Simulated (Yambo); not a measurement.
Yambo run on Cs2CaH4 (space group I4/mmm, No. 139). The wavefunctions are norm-conserving PBEsol (Quantum ESPRESSO, 72 Ry, scalar-relativistic) ones on a 4×4×4 mesh (16 occupied bands); a = b = c = 8.4093 Å, α = β = 148.23°, γ = 45.54°.

Yambo input:

```
rim_cut
gw0
dyson
el_el_corr
HF_and_locXC
cohsex
em1s
RandQpts= 1000000
RandGvec= 1 Ry
EXXRLvcs= 72 Ry
VXCRLvcs= 288 Ry
Chimod= "HARTREE"
% BndsRnXs
 1 | 164 |
%
NGsBlkXs= 6 Ry
% LongDrXs
 1.0 | 1.0 | 1.0 |
%
ExtendOut
% QPkrange
 6 | 6 | 16 | 17 |
 11 | 11 | 17 | 17 |
%
```

k points by index: 6 = N, 11 = (0.25, -0.25, 0.25).

Table of the .qp output:

```
#    K-point    Band    Eo [eV]    E [eV]    E-Eo [eV]    Vxc [eV]    Vnlxc [eV]    Sc|Eo [eV]    Re(Z)    Im(Z)
#
    6    16    0.000000    -3.347149    -3.347149    -10.40186    -13.84943    0.100416    1.000000    0.000000
    6    17    2.846388    2.765274    -0.081115    -7.947457    -3.695643    -4.332929    1.000000    0.000000
    11    17    2.827097    2.741592    -0.085505    -7.843619    -3.620242    -4.308883    1.000000    0.000000
```
(The two width columns are left out.) Convergence of these settings isn't established.

Geometry of the Materials Project entry, not relaxed at this level.

The structure is a Materials Project entry; no match was found in the copy of COD used, and its stability was not checked.
